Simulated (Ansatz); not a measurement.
Al₂ZnTe₄:
```cif
data_Al4Te8Zn2
_chemical_formula_sum 'Al4 Zn2 Te8'
_space_group_name_H-M_alt 'I-4'
_space_group_IT_number 82
_space_group_name_Hall 'I -4'
_cell_length_a 6.04279
_cell_length_b 6.04279
_cell_length_c 11.90435
_cell_angle_alpha 90.000
_cell_angle_beta 90.000
_cell_angle_gamma 90.000
loop_
_atom_site_label
_atom_site_type_symbol
_atom_site_symmetry_multiplicity
_atom_site_Wyckoff_symbol
_atom_site_fract_x
_atom_site_fract_y
_atom_site_fract_z
_atom_site_occupancy
Al1 Al 2 d 0.50000 0.00000 0.25000 1
Al2 Al 2 b 0.00000 0.00000 0.50000 1
Zn1 Zn 2 a 0.00000 0.00000 0.00000 1
Te1 Te 8 g 0.24117 0.26291 0.13178 1
```
(The calculation used a cell of 7 atoms; values per cell refer to that cell.)

Relaxed at zero pressure with the program Ansatz at the r²SCAN level (PAW).

The volume is raised by 6 % and shape and atoms relax at that volume. What pressure results, and how do the axes share the change?

-1.8 GPa; a 2.1 %, b 2.1 %, c 1.7 %; the energy rises by 11 meV/atom.

Give the new structure.


Space group I-4 (No. 82); a = 6.1678 Å, b = 6.1678 Å, c = 12.1124 Å, α = 90.00°, β = 90.00°, γ = 90.00°

```json
[
 {"atom": "Al", "site": "2d", "symmetry": "-4..", "x": "0.5000", "y": "0.0000", "z": "0.2500"},
 {"atom": "Al", "site": "2b", "symmetry": "-4..", "x": "0.0000", "y": "0.0000", "z": "0.5000"},
 {"atom": "Zn", "site": "2a", "symmetry": "-4..", "x": "0.0000", "y": "0.0000", "z": "0.0000"},
 {"atom": "Te", "site": "8g", "symmetry": "1", "x": "0.2478", "y": "0.2576", "z": "0.1295"}
]
```

The phase is kept; no other phase was compared at this pressure.

The workflow started from a Materials Project entry (that database holds measured and hypothetical structures alike); the Crystallography Open Database files this formula in space group No. 82, but the cells were not matched. Whether it is the stable phase at ambient conditions was not checked. Symmetry was held in the r²SCAN relaxation; whether a distortion lowers the energy is not shown. Spin–orbit coupling is left out wherever it is not named.

Potentials: the later of the program's two PAW sets.
